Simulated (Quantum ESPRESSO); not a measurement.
## Kohn-Sham bands of WO$_{3}$ (P2₁/m)

```xyz
8
Lattice="3.8721 0.0000 0.0000 0.0000 7.4801 0.0000 -0.0234 0.0000 3.8742" Properties=species:S:1:pos:R:3 pbc="T T T"
W      0.2226    -1.8700    -0.2262
W     -0.2226     1.8700     0.2262
O      1.8729     1.8700     0.0746
O     -1.8729    -1.8700    -0.0746
O      0.0000     3.7400     0.0000
O      0.0000     0.0000     0.0000
O     -0.0586     1.8700    -1.8716
O      0.0586    -1.8700     1.8716
```

Cell from Materials Project (mp-636284), symmetrised, no further relaxation. Not found in the COD (Crystallography Open Database) copy used, which has the formula in other groups; not checked further. The atoms lie within 0.1 Å of the higher space group Cmcm. Method: PBEsol plane waves in Quantum ESPRESSO 7.5 (PseudoDojo norm-conserving files, 68 Ry, no spin polarisation, no spin-orbit coupling), Bloch states on a 6×4×6 mesh through Γ, Wannier90 4.0.1. Density: 8×4×8 mesh, cold smearing 0.01 Ry. Spin-orbit coupling is left out although heavy elements are present.

**Question.** List the Kohn-Sham levels between −8 and 4.3 eV relative to the valence-band maximum at the high-symmetry points, as a band run of pw.x on that density gives them (levels within 2 meV counted together).

**Answer.** 
| point | k (reciprocal lattice) | levels (eV) |
|---|---|---|
| Γ | 0.000 0.000 0.000 | -6.89, -3.93, -3.59, -3.26, -3.05, -2.81, -2.68, -2.67, -2.59, -2.21, -2.17, -2.09, -1.57, -1.53, -1.36, -1.34, -1.08, -1.04, 1.35, 1.48, 2.28, 2.41 |
| Z | 0.000 0.500 0.000 | -5.08 (×2), -3.26 (×2), -3.25 (×2), -2.49 (×2), -2.39 (×2), -2.20 (×2), -2.01 (×2), -1.56 (×2), -1.42 (×2), 2.33 (×2), 3.18 (×2), 3.34 (×2) |
| D | 0.000 0.500 0.500 | -6.62 (×2), -5.17 (×2), -4.44 (×2), -3.79 (×2), -2.88 (×2), -2.11 (×2), -1.92 (×2), -1.69 (×2), -0.51 (×2), 3.24 (×2), 4.34 (×2) |
| B | 0.000 0.000 0.500 | -6.90, -6.59, -6.58, -5.46, -3.82, -3.74, -3.68, -3.36, -2.49, -2.44, -2.30, -2.28, -2.15, -1.84, -1.40, -1.33, -1.06, -0.01, 1.42, 4.08, 4.30 |
| A | -0.500 0.000 0.500 | -6.91, -6.60, -6.56, -6.48, -6.41, -5.39, -5.34, -5.17, -5.09, -3.42, -3.19, -2.28, -1.76, -1.69, -0.19, -0.17, -0.01, 0.00, 3.97, 4.18 |
| E | -0.500 0.500 0.500 | -6.59 (×2), -6.51 (×2), -5.21 (×2), -5.10 (×2), -4.64 (×2), -4.11 (×2), -0.56 (×2), -0.51 (×2), -0.18 (×2) |
| C_2 | -0.500 0.500 0.000 | -6.62 (×2), -5.16 (×2), -4.45 (×2), -3.80 (×2), -2.88 (×2), -2.12 (×2), -1.91 (×2), -1.69 (×2), -0.51 (×2), 3.25 (×2) |
| Y_2 | -0.500 0.000 0.000 | -6.90, -6.59, -6.59, -5.46, -3.82, -3.74, -3.69, -3.36, -2.48, -2.45, -2.31, -2.29, -2.15, -1.84, -1.40, -1.35, -1.07, -0.01, 1.44, 4.08, 4.31 |
